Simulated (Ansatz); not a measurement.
Input, command and steps of an Ansatz relaxation.

```yaml
crystal:
  lattice:
    - [-2.5804812149, 2.5804812149, 4.644264894]
    - [2.5804812149, -2.5804812149, 4.644264894]
    - [2.5804812149, 2.5804812149, -4.644264894]
  atoms:
    - { symbol: Ta, position: [0.198232494, 0.198232494, 0.0] }
    - { symbol: Ta, position: [0.801767506, 0.801767506, 0.0] }
    - { symbol: O, position: [0.0, 0.0, 0.0] }
    - { symbol: O, position: [0.5, 0.0, 0.0] }
    - { symbol: O, position: [0.0, 0.5, 0.0] }
    - { symbol: O, position: [0.0, 0.0, 0.5] }
    - { symbol: O, position: [0.5, 0.5, 0.5] }
basis:
  ecutwfc: 420
kpoints:
  mp_grid: { grid: [8, 8, 8] }
hamiltonian:
  xc: pbesol
scf:
  occupations: { method: gaussian, width: 0.02 }
output:
  forces: true
  stress: true
  eigenvalues: true
relax:
  adjacent_minimum: "off"
  f_tol: 0.01
  max_steps: 30
  cell: { stress_tol: 0.1, fix: [volume] }
```

```bash
ansatz run input.yaml --threads 2 --pin off --max-ram 5120MiB --backend cpu --events-out ev --progress --plain --runs-dir out
```

The calculation used Ansatz, DFT PBEsol, scalar-relativistic, plane waves, PAW.

The volume is held at 0.94 times that of the relaxed cell.

Of 9 frames 8 are shown, positions in Å and forces in eV/Å; the SCF threshold varies from step to step. Steps run on the plane waves of an earlier cell, with a Pulay correction in the pressure. The basis is chosen afresh for the last frame, the zero of the energies, and at times for earlier ones too; energy and pressure can step there, also at an unchanged geometry. Where two frames share a geometry here, they differ by under 2 meV/atom and 0.3 GPa. The mark taken_back stands on steps that the optimiser undid.

```xyz
7
Lattice="-2.5805 2.5805 4.6443 2.5805 -2.5805 4.6443 2.5805 2.5805 -4.6443" Properties=species:S:1:pos:R:3:forces:R:3 pbc="T T T" step=1 free_energy_over_end_meV_per_atom=1.98 pressure_GPa=10.99
Ta    0.0000    0.0000    1.8413    0.0000    0.0000   -0.0232
Ta    0.0000    0.0000    7.4472    0.0000    0.0000    0.0232
O     0.0000    0.0000    0.0000    0.0000    0.0000    0.0000
O    -1.2902    1.2902    2.3221    0.0000    0.0000    0.0000
O     1.2902   -1.2902    2.3221    0.0000    0.0000    0.0000
O     1.2902    1.2902   -2.3221    0.0000    0.0000    0.0000
O     1.2902    1.2902    2.3221    0.0000    0.0000    0.0000
7
Lattice="-2.5906 2.5906 4.6082 2.5906 -2.5906 4.6082 2.5906 2.5906 -4.6082" Properties=species:S:1:pos:R:3:forces:R:3 pbc="T T T" step=2 free_energy_over_end_meV_per_atom=0.68 pressure_GPa=10.48
Ta    0.0000    0.0000    1.8382    0.0000    0.0000    0.0429
Ta    0.0000    0.0000    7.3782    0.0000    0.0000   -0.0429
O     0.0000    0.0000    0.0000    0.0000    0.0000    0.0000
O    -1.2953    1.2953    2.3041    0.0000    0.0000    0.0000
O     1.2953   -1.2953    2.3041    0.0000    0.0000    0.0000
O     1.2953    1.2953   -2.3041    0.0000    0.0000    0.0000
O     1.2953    1.2953    2.3041    0.0000    0.0000    0.0000
7
Lattice="-2.6020 2.6020 4.5679 2.6020 -2.6020 4.5679 2.6020 2.6020 -4.5679" Properties=species:S:1:pos:R:3:forces:R:3 pbc="T T T" step=3 free_energy_over_end_meV_per_atom=0.25 pressure_GPa=9.84
Ta    0.0000    0.0000    1.8391    0.0000    0.0000   -0.1267
Ta    0.0000    0.0000    7.2966    0.0000    0.0000    0.1267
O     0.0000    0.0000    0.0000    0.0000    0.0000    0.0000
O    -1.3010    1.3010    2.2839    0.0000    0.0000    0.0000
O     1.3010   -1.3010    2.2839    0.0000    0.0000    0.0000
O     1.3010    1.3010   -2.2839    0.0000    0.0000    0.0000
O     1.3010    1.3010    2.2839    0.0000    0.0000    0.0000
7
Lattice="-2.6025 2.6025 4.5661 2.6025 -2.6025 4.5661 2.6025 2.6025 -4.5661" Properties=species:S:1:pos:R:3:forces:R:3 pbc="T T T" step=4 free_energy_over_end_meV_per_atom=0.26 pressure_GPa=9.83 taken_back
Ta    0.0000    0.0000    1.8345    0.0000    0.0000    0.1382
Ta    0.0000    0.0000    7.2977    0.0000    0.0000   -0.1382
O     0.0000    0.0000    0.0000    0.0000    0.0000    0.0000
O    -1.3012    1.3012    2.2831    0.0000    0.0000    0.0000
O     1.3012   -1.3012    2.2831    0.0000    0.0000    0.0000
O     1.3012    1.3012   -2.2831    0.0000    0.0000    0.0000
O     1.3012    1.3012    2.2831    0.0000    0.0000    0.0000
7
Lattice="-2.6020 2.6020 4.5679 2.6020 -2.6020 4.5679 2.6020 2.6020 -4.5679" Properties=species:S:1:pos:R:3:forces:R:3 pbc="T T T" step=5 free_energy_over_end_meV_per_atom=0.21 pressure_GPa=9.84
Ta    0.0000    0.0000    1.8373    0.0000    0.0000   -0.0186
Ta    0.0000    0.0000    7.2985    0.0000    0.0000    0.0186
O     0.0000    0.0000    0.0000    0.0000    0.0000    0.0000
O    -1.3010    1.3010    2.2839    0.0000    0.0000    0.0000
O     1.3010   -1.3010    2.2839    0.0000    0.0000    0.0000
O     1.3010    1.3010   -2.2839    0.0000    0.0000    0.0000
O     1.3010    1.3010    2.2839    0.0000    0.0000    0.0000
7
Lattice="-2.6011 2.6011 4.5708 2.6011 -2.6011 4.5708 2.6011 2.6011 -4.5708" Properties=species:S:1:pos:R:3:forces:R:3 pbc="T T T" step=6 free_energy_over_end_meV_per_atom=0.21 pressure_GPa=9.89
Ta    0.0000    0.0000    1.8371    0.0000    0.0000    0.0005
Ta    0.0000    0.0000    7.3045    0.0000    0.0000   -0.0005
O     0.0000    0.0000    0.0000    0.0000    0.0000    0.0000
O    -1.3006    1.3006    2.2854    0.0000    0.0000    0.0000
O     1.3006   -1.3006    2.2854    0.0000    0.0000    0.0000
O     1.3006    1.3006   -2.2854    0.0000    0.0000    0.0000
O     1.3006    1.3006    2.2854    0.0000    0.0000    0.0000
7
Lattice="-2.6011 2.6011 4.5708 2.6011 -2.6011 4.5708 2.6011 2.6011 -4.5708" Properties=species:S:1:pos:R:3:forces:R:3 pbc="T T T" step=7 free_energy_over_end_meV_per_atom=0.01 pressure_GPa=9.91
Ta    0.0000    0.0000    1.8371    0.0000    0.0000    0.0004
Ta    0.0000    0.0000    7.3045    0.0000    0.0000   -0.0004
O     0.0000    0.0000    0.0000    0.0000    0.0000    0.0000
O    -1.3006    1.3006    2.2854    0.0000    0.0000    0.0000
O     1.3006   -1.3006    2.2854    0.0000    0.0000    0.0000
O     1.3006    1.3006   -2.2854    0.0000    0.0000    0.0000
O     1.3006    1.3006    2.2854    0.0000    0.0000    0.0000
7
Lattice="-2.6029 2.6029 4.5646 2.6029 -2.6029 4.5646 2.6029 2.6029 -4.5646" Properties=species:S:1:pos:R:3:forces:R:3 pbc="T T T" step=9 free_energy_over_end_meV_per_atom=0.00 pressure_GPa=9.81
Ta    0.0000    0.0000    1.8368    0.0000    0.0000    0.0004
Ta    0.0000    0.0000    7.2925    0.0000    0.0000   -0.0004
O     0.0000    0.0000    0.0000    0.0000    0.0000    0.0000
O    -1.3014    1.3014    2.2823    0.0000    0.0000    0.0000
O     1.3014   -1.3014    2.2823    0.0000    0.0000    0.0000
O     1.3014    1.3014   -2.2823    0.0000    0.0000    0.0000
O     1.3014    1.3014    2.2823    0.0000    0.0000    0.0000
```

The run took 66 s on 2 threads of Arm Neoverse V1, with other jobs on the host, peak memory 0.52 GiB.

Spin–orbit coupling is left out, which can shift energies with elements as heavy as these.